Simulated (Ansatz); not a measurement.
MnPbO3: settings compared (Ansatz)

Run with:

```bash
ansatz run input.yaml --threads 1 --pin off --max-ram 2560MiB --backend cpu --events-out ev --progress --plain --runs-dir out
```

The input file (Ansatz 0.2.0, plane waves):

```yaml
crystal:
  lattice:
    - [3.86039744, 0.0, 0.0]
    - [0.0, 3.86039744, 0.0]
    - [0.0, 0.0, 3.86039744]
  atoms:
    - { symbol: Mn, position: [0.0, 0.0, 0.0], spin: 2.7 }
    - { symbol: O, position: [0.5, 0.0, 0.0] }
    - { symbol: O, position: [0.0, 0.5, 0.0] }
    - { symbol: O, position: [0.0, 0.0, 0.5] }
    - { symbol: Pb, position: [0.5, 0.5, 0.5] }
kpoints:
  mp_grid: { grid: [5, 5, 5], shift: [0, 0, 0] }
magnetization:
  spin_polarized: true
scf:
  occupations: { method: fermi_dirac }
hamiltonian:
  pseudopotentials: { kind: paw }
  xc: r2scan
basis:
  ecutwfc: 500
output:
  forces: true
  stress: true
  eigenvalues: true
  write_density: true
  write_potential: true
  elf: true
  volumetric_format: npy
```

Origin of the cell: a known structure type with other elements, at an estimated volume, so it need not be a known compound.

The smearing width isn't typed, so it takes its default of 0.1 eV.

Output of this run (shortened):

```
SCF iter   1: F=—  HF=-17530.319098 eV  Δρ=8.37e-2  dr2=5.13e0  dr2_τ=5.85e-2  dr2_m=9.74e-1  M=2.999 μB ∫|m|=3.356 μB
SCF iter   2: F=—  HF=-17530.539178 eV  Δρ=2.69e-2  dr2=2.16e0  dr2_τ=1.72e-2  dr2_m=7.49e-3  M=3.023 μB ∫|m|=3.429 μB  defer=3  κ⁻¹=1.0e0(r=1)
SCF iter   3: F=—  HF=-17530.852445 eV  Δρ=1.55e-2  dr2=8.39e-1  dr2_τ=4.55e-3  dr2_m=1.36e-3  M=3.018 μB ∫|m|=3.433 μB  defer=3  κ⁻¹=9.4e-2(r=2)
SCF iter   4: F=—  HF=-17530.897065 eV  Δρ=9.57e-3  dr2=1.80e-1  dr2_τ=2.43e-3  dr2_m=8.93e-4  M=3.014 μB ∫|m|=3.428 μB  defer=6  κ⁻¹=5.6e-3(r=3)
SCF iter   5: F=—  HF=-17530.887315 eV  Δρ=5.65e-3  dr2=3.23e-2  dr2_τ=7.14e-4  dr2_m=2.32e-3  M=3.009 μB ∫|m|=3.405 μB  defer=6
[… 7 lines left out …]
SCF iter  13: F=—  HF=-17530.925799 eV  Δρ=8.59e-5  dr2=6.42e-6  dr2_τ=5.57e-8  dr2_m=5.04e-7  M=3.008 μB ∫|m|=3.378 μB  defer=10  κ⁻¹=7.6e-6(r=8)
SCF iter  14: F=—  HF=-17530.925801 eV  Δρ=6.18e-5  dr2=3.39e-6  dr2_τ=2.26e-8  dr2_m=2.26e-7  M=3.008 μB ∫|m|=3.377 μB  defer=10  κ⁻¹=1.6e-6(r=8)
SCF iter  15: F=—  HF=-17530.925801 eV  Δρ=1.63e-5  dr2=1.63e-7  dr2_τ=2.78e-9  dr2_m=1.17e-8  M=3.008 μB ∫|m|=3.377 μB  defer=10  κ⁻¹=2.0e-6(r=8)
SCF iter  16: F=—  HF=-17530.925801 eV  Δρ=6.73e-6  dr2=5.11e-8  dr2_τ=1.15e-9  dr2_m=1.36e-9  M=3.008 μB ∫|m|=3.377 μB  defer=10  κ⁻¹=9.5e-6(r=8)
SCF iter  17: F=-17530.925801 eV  HF=-17530.925801 eV  Δρ=5.61e-6  dr2=4.29e-8  dr2_τ=2.57e-10  dr2_m=8.24e-10  M=3.008 μB ∫|m|=3.377 μB
SCF 1 converged in 17 iterations: F = -17530.925801 eV  dr2 = 4.29e-8
this state was not tested for a lower state beside it, because the mixer in use, unlike msr1, does not test its closes by its own steps (another_mixer; see scf.mixing.algorithm and scf.lower_state_search)
SCF converged after 17 iterations
Magnetization: 3.0077 μB (25.0038 up, 21.9962 down)
Absolute magnetization: 3.3842 μB (∫|ρ↑−ρ↓|, with the PAW one-centre terms)
Spin contamination: 0.1660 ħ² per cell (⟨S²⟩ above its minimum at these occupations)
Per-site moments (μB) at R_I (Å): [(2.690531, 0.796207), (-0.007445, 0.796207), (-0.007445, 0.796207), (-0.007445, 0.796207), (-0.020784, 1.126007)]
Free energy (F): -17530.925801 eV
Harris-Foulkes:  -17530.925801 eV  (|F-HF|=3.01e-8)
Internal energy: -17530.883733 eV  (E = F + TS)
E sigma→0 (E₀):  -17530.904767 eV
Entropy (-TS):   -0.042067 eV (-8.413 meV/atom)
Fermi energy:    11.390479 eV
--- Per-component energies (eV) ---
  E_band       = -286.990355
  E_kinetic    = 1112.952517
  E_local      = -3835.343202  (includes V_loc(G=0)·N_el)
  E_nonlocal   = 733.347167
  E_hartree    = 1518.446254
  E_xc         = -539.447983
  E_vxc        = -623.733667  (∫ρ·V_xc dr)
  E_paw        = -12215.104755  (= ΣΔE_a)
  E_vpaw       = -752.248059  (= ΣTr[D̂ρ^β])
  E_aug_tail   = 0.003114  (compensation charges beyond the density's cutoff)
  E_vtau       = 41.129519  (kinetic-family band-sum trace: ∫τ·v_τ [+ j·A + Jᵃ·Aᵃ] dr)
  E_ewald      = -4306.323482
  E_core_change = 0.586637  (= ΣΔE_core)
[… 4 lines left out …]
  atom   1  Mn    -0.000000     0.000000     0.000000
  atom   2  O      0.000000    -0.000000     0.000000
  atom   3  O      0.000000    -0.000000     0.000000
  atom   4  O      0.000000     0.000000    -0.000000
  atom   5  Pb     0.000000     0.000000     0.000000
  max |Σ_I F_I| component: 0.0 eV/Å
--- Stress (GPa, compression-positive) ---
       -2.733994       0.000000       0.000000
        0.000000      -2.733994       0.000000
        0.000000       0.000000      -2.733994
  P = ⅓ Tr σ = -2.7340 GPa (-27.340 kbar)
```

The same input was run again with these changes:

1. `scf.occupations.method` fermi_dirac → tetrahedron_uncorrected
2. `hamiltonian.xc` r2scan → lda
3. `scf.occupations.method` fermi_dirac → cold; `scf.occupations.width` default → 0.1
4. `basis.ecutwfc` 500 → "800 eV"

```csv
run,end,SCF iterations,P (GPa),max force component (eV/Å),moment (μB),ΔE(σ→0) (meV/atom)
base,converged,17,-2.73,0.000,3.01,0
1,converged,21,-2.79,0.000,3.00,10.04
2,converged,11,-11.29,0.000,2.97,–
3,converged,17,-2.90,0.000,3.00,-0.13
4,converged,16,-2.74,0.000,3.01,-3.25
```

Energies are compared only where functional, datasets, charge and starting cell are the same.

Caveats of the base run: no spin-orbit coupling, though heavy elements are present; one start, so the magnetic state may not be the lowest; the k mesh is coarse if the cell is a metal.

The base run took 18 s on 1 thread of Intel(R) Xeon(R) Platinum 8259CL CPU @ 2.50GHz (Skylake/Cascade Lake), with other jobs on the host, peak memory 0.53 GiB, from the program's own first density.
